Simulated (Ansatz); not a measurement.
B₂Ru:
```xyz
3
Lattice="3.0195 0.0000 0.0000 -1.5098 2.6150 0.0000 0.0000 0.0000 3.2799" Properties=species:S:1:pos:R:3 pbc="T T T"
Ru     0.0000     0.0000     0.0000
B      0.0000     1.7433     1.6399
B      1.5098     0.8717     1.6399
```

Relaxed with PBE. Special points in fractions of this cell's reciprocal vectors: Γ (0.000, 0.000, 0.000); M (0.500, 0.000, 0.000); K (0.333, 0.333, 0.000); A (0.000, 0.000, 0.500); L (0.500, 0.000, 0.500); H (0.333, 0.333, 0.500).

Question: List the band energies nearest the Fermi level at these points for PBE with spin–orbit coupling (plane waves, PAW; program Ansatz).

Answer: In eV from the Fermi level; about four levels below and three above (degenerate sets whole), none deeper than 8.9 eV; points with the same levels are listed once.

| k | below | above |
|---|---|---|
| Γ | -1.47 -1.47 -1.32 -1.32 | 1.60 1.60 1.74 1.74 |
| M | -1.97 -1.97 -0.31 -0.31 | 0.55 0.55 2.26 2.26 |
| K | -1.35 -1.35 -0.63 -0.63 | 5.68 5.68 5.76 5.76 |
| A | -1.41 -1.41 -1.40 -1.40 | 5.73 5.73 9.02 9.02 |
| L | -0.71 -0.71 -0.16 -0.16 | 2.04 2.04 2.48 2.48 |
| H | -4.99 -4.99 -4.99 -4.99 -0.70 -0.70 | 1.75 1.75 1.86 1.86 |

Space group P6/mmm. A made-up cell: these elements were put on the sites of a structure type; neither database checked (COD, Materials Project) lists it. COD files the formula under space group No. 59. Its standing as an ambient phase is unchecked. The cell was relaxed with PBE under the symmetry of its start; whether a distortion lowers the energy is not shown. No spin polarisation was allowed.

Potentials: the earlier of the program's two PAW sets.
